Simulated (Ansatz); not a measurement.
According to DFT-PBE in the program Ansatz with PAW potentials, SiGe in the orthorhombic phase (Pmma; Si on 2e, Ge on 2f) relaxes to a = 3.960 Å, b = 3.966 Å, c = 5.596 Å. Si has 4 nearest neighbours from 2.39 Å (tetrahedral); Ge has 4 nearest neighbours from 2.43 Å (tetrahedral). Against the elements it lies at 0.020 eV/atom, with no fitted shifts.

It is gapped at this level: 0.27 eV (indirect). Gap from PBE with spin–orbit coupling: 0.23 eV. The electron mass is 0.064, 0.096, 0.21 mₑ (principal values). The hole mass is 0.052, 0.25, 2.0 mₑ (principal values).

The bulk modulus is 74.1 GPa.

The start of the workflow was typed in or built on a structure type; neither database checked (COD, Materials Project) lists it. Whether it is the stable phase at ambient conditions was not checked. The PBE relaxation kept the symmetry of its start; its stability against distortions is not shown here. The references are the lowest solids computed at this level, not always the standard phases. Spin–orbit coupling is left out wherever it is not named.

Potentials: the earlier of the program's two PAW sets.
